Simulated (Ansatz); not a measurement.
GaAs:
```
GaAs
1.0
    3.99314     0.00000     0.00000
   -1.99657     3.45816     0.00000
    0.00000     0.00000     6.58441
Ga As
2 2
Cartesian
  0.00000   2.30544   0.00044
  1.99657   1.15272   3.29265
  0.00000   2.30544   2.46213
  1.99657   1.15272   5.75433
```

Relaxed with r²SCAN.

Question: Give the optical modes at the zone centre with their infrared activity from DFPT, the program Ansatz at the r²SCAN level (PAW).

Answer: Transverse frequencies, without the LO–TO term; a row sums one degenerate level.

```csv
ω (cm⁻¹),degeneracy,IR ((D/Å)²/amu),activity,symmetry
61,2,0.00,IR-inactive,E2
210,1,0.00,IR-inactive,B1
236,1,0.00,IR-inactive,B1
254,2,0.00,IR-inactive,E2
264,1,6.20,IR,A1
266,2,10.47,IR,E1
```

Question: How high does the top mode go among those that the LO–TO term moves?

Answer: 286 cm⁻¹ for q along x, 286 cm⁻¹ for q along y, 287 cm⁻¹ for q along z.

Space group P6_3mc (wurtzite). The workflow started from a Materials Project entry (that database holds measured and hypothetical structures alike); the Crystallography Open Database copy checked does not list it. It is not the phase usual at ambient conditions (space group No. 216). Symmetry was held in the r²SCAN relaxation; whether a distortion lowers the energy is not shown.

Potentials: the earlier of the program's two PAW sets. The files were generated under PBE; for other functionals the program regenerates the frozen cores, and for LDA and PBEsol the local potential too.
